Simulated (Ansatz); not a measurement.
**ZnS (F-43m): elasticity against pressure**

```
Zn S
1.0
     0.00000    2.64847    2.64847
     2.64847    0.00000    2.64847
     2.64847    2.64847    0.00000
Zn S
1 1
Direct
  0.75000 0.75000 0.75000
  0.00000 0.00000 0.00000
```

This is the zero-pressure cell. At each pressure cell and atoms are relaxed in this structure, and the constants are slopes of the stress at strains of ±0.005 with relaxed ions (the coefficients that govern stability under load). Level: LDA, PAW on Ansatz 0.2.0's default frozen-core files (fitted under PBE), scalar-relativistic; k mesh 8×8×8, strains of ±0.005, fixed occupations, cutoff 420 eV. P is the pressure of the relaxed cell, less that of this one.

```tsv
P (GPa)	V/V₀	C11 (GPa)	C12 (GPa)	C44 (GPa)
0.00	1.0000	116.7	71.4	52.1
1.02	0.9886	120.9	76.0	52.2
2.04	?	?	?	?
4.01	0.9587	132.7	89.5	52.2
7.00	0.9329	144.0	102.7	51.5
9.98	0.9106	154.8	115.5	50.4
15.01	0.8781	172.5	136.8	47.9
```

Task: Does the bulk modulus from the constants agree with the pressure-volume curve?

Result: A third-order Birch-Murnaghan fit to the volumes shown (F against f, f = [(V₀/V)^(2/3) − 1]/2) gives B₀ = 86.5 GPa and B′ = 4.4. Its −V dP/dV stands beside (C11 + 2C12)/3:

| P (GPa) | from P(V) | from the constants |
| --- | --- | --- |
| 0.00 | 86.5 | 86.5 |
| 1.02 | 91.0 | 91.0 |
| 4.01 | 103.8 | 103.9 |
| 7.00 | 116.4 | 116.4 |
| 9.98 | 128.6 | 128.6 |
| 15.01 | 148.8 | 148.7 |

Task: What are the pressure derivatives at zero pressure?

Result: Slopes at V₀ of quadratic fits in −ln(V/V₀) through the first four rows shown, divided by B₀: dC11/dP = 4.1, dC12/dP = 4.6, dC44/dP = 0.2. The mean slopes up to 4.0 GPa are 4.0, 4.5, 0.0; curvature and scatter of the constants part the two. The combination (dC11/dP + 2 dC12/dP)/3 = 4.4 stands against B′.

Task: Fill the row at 2.04 GPa.

Result: Cubic fits in −ln(V/V₀) through all rows shown give C11 = 125.0, C12 = 80.7, C44 = 52.3 GPa. Computed: V/V₀ = 0.9778, C11 (GPa) = 124.9, C12 (GPa) = 80.6, C44 (GPa) = 52.3.

Task: Does a shear stiffness soften?

Result: C44 goes from 52.1 to 47.9 GPa, through a maximum of 52.3 near 2 GPa; (C11 − C12)/2 goes from 22.7 to 17.9 GPa. C44 and (C11 − C12)/2 soften under pressure, though the lattice stays mechanically stable over this range.

Caveats: no other phase was computed; many crystals of this kind change structure within this range, and rows or crossings beyond such a change describe a metastable lattice; frozen-core PAW files fitted under PBE, their cores solved anew for the functional of the run; constants at zero field, no piezoelectric stiffening; phonons weren't checked at these pressures.
